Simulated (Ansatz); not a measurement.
## Relaxing P

Method: DFT PBEsol+D3(BJ), scalar-relativistic, plane waves, PAW in Ansatz 0.2.0. Settings: 420 eV cutoff, 10×4×10 k-mesh, Gaussian smearing of 0.10 eV, no spin polarisation.

What was changed: biaxial strain in the a-b plane, c and atoms relaxed: +6.0 %.

Command:

```bash
ansatz run input.yaml --threads 1 --pin off --max-ram 2560MiB --backend cpu --events-out ev --progress --plain --runs-dir out
```

Input:

```yaml
crystal:
  lattice:
    - [3.5500889447, 0.0, 0.0]
    - [0.0, 10.48929008, 0.0]
    - [0.0, 0.0, 3.6919326549]
  atoms:
    - { symbol: P, position: [0.0, 0.8924188251, 0.9453763087] }
    - { symbol: P, position: [0.5, 0.8924188251, 0.5546236913] }
    - { symbol: P, position: [0.5, 0.6075811749, 0.0546236913] }
    - { symbol: P, position: [0.0, 0.6075811749, 0.4453763087] }
    - { symbol: P, position: [0.5, 0.3924188251, 0.9453763087] }
    - { symbol: P, position: [0.0, 0.3924188251, 0.5546236913] }
    - { symbol: P, position: [0.0, 0.1075811749, 0.0546236913] }
    - { symbol: P, position: [0.5, 0.1075811749, 0.4453763087] }
basis:
  ecutwfc: 420
kpoints:
  mp_grid: { grid: [10, 4, 10] }
hamiltonian:
  xc: pbesol
  dispersion: d3bj
scf:
  occupations: { method: gaussian, width: 0.1 }
output:
  forces: true
  stress: true
  eigenvalues: true
relax:
  adjacent_minimum: "off"
  f_tol: 0.008
  max_steps: 40
  cell: { stress_tol: 0.015, fix: [a, b, gamma] }
```

F is the free energy. Steps run on the plane waves of an earlier cell, but the last one, and at times one on the way, on a freshly chosen basis, so a repeated geometry can differ a little in energy. The held parts of the cell keep their stress, so P needn't end at zero.

Steps:

```
step F − F(1) (eV) largest force component (eV/Å) V (Å³/atom) P (GPa)
   1         0.0000                           0.315       17.185    -6.12
   2        -0.0228                           0.158       17.152    -5.26
   3        -0.0304                           0.021       17.232    -4.62
   4        -0.0306                           0.002       17.228    -4.67
   5        -0.0307                           0.002       17.228    -4.67
```

Relaxed structure:

```
CELL_PARAMETERS angstrom
3.55009 0.00000 0.00000
0.00000 10.48929 0.00000
0.00000 0.00000 3.70107
ATOMIC_POSITIONS crystal
P 0.00000 0.89469 0.94508
P 0.50000 0.89469 0.55492
P 0.50000 0.60531 0.05492
P 0.00000 0.60531 0.44508
P 0.50000 0.39469 0.94508
P 0.00000 0.39469 0.55492
P 0.00000 0.10531 0.05492
P 0.50000 0.10531 0.44508
```

The structure is orthorhombic, space group Cmce (No. 64). The conventional cell has a = 3.550 Å, b = 10.489 Å, c = 3.701 Å, α = 90.00°, β = 90.00°, γ = 90.00°. P (site symmetry m) has 3 P at 2.25 to 2.29 Å as nearest neighbours.

The run converged. Time: 110 s on 1 thread of Arm Neoverse V2 (shared host), peak memory 0.57 GiB.